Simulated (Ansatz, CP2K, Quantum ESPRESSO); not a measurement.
In: programs and potentials compared

```
In
1.0
     3.37774    0.00000    0.00000
     0.24623    3.36876    0.00000
     0.00000    0.00000   24.19889
In
5
Cartesian
  1.8120 1.6844 7.5000
  0.0000 0.0000 9.7997
  1.8120 1.6844 12.0994
  0.0000 0.0000 14.3992
  1.8120 1.6844 16.6989
```

Alike in all runs: functional PBE; k mesh 8 × 8 × 1; occupations fermi-dirac, width 0.05 eV; no spin polarisation; no spin-orbit coupling.

| program and potentials | plane-wave cutoff (eV) | notes | band gap (eV) | largest force (eV/Å) |
| --- | --- | --- | --- | --- |
| Ansatz, Ansatz PAW | 420 | - | no gap | 0.146 |
| CP2K, POTENTIAL_UZH In GTH-PBE-q13; TZVP-MOLOPT-PBE-GTH basis | - | atomic basis | no gap | 0.169 |
| Quantum ESPRESSO, PseudoDojo 0.4.1 SR PBE standard | 952 | - | no gap | 0.142 |

Force on atom 1 (In), eV/Å:

| program and potentials | x | y | z |
| --- | --- | --- | --- |
| Ansatz, Ansatz PAW | 0.000 | 0.000 | -0.146 |
| CP2K, POTENTIAL_UZH In GTH-PBE-q13; TZVP-MOLOPT-PBE-GTH basis | 0.000 | 0.000 | -0.169 |
| Quantum ESPRESSO, PseudoDojo 0.4.1 SR PBE standard | 0.000 | 0.000 | -0.142 |

None finds a gap. Rows in atomic bases carry the error of their basis and grid, which can be large.

The functional is the same throughout but for its coding, so the spread measures potentials, basis and numerics; runs on potential files found faulty are left out.
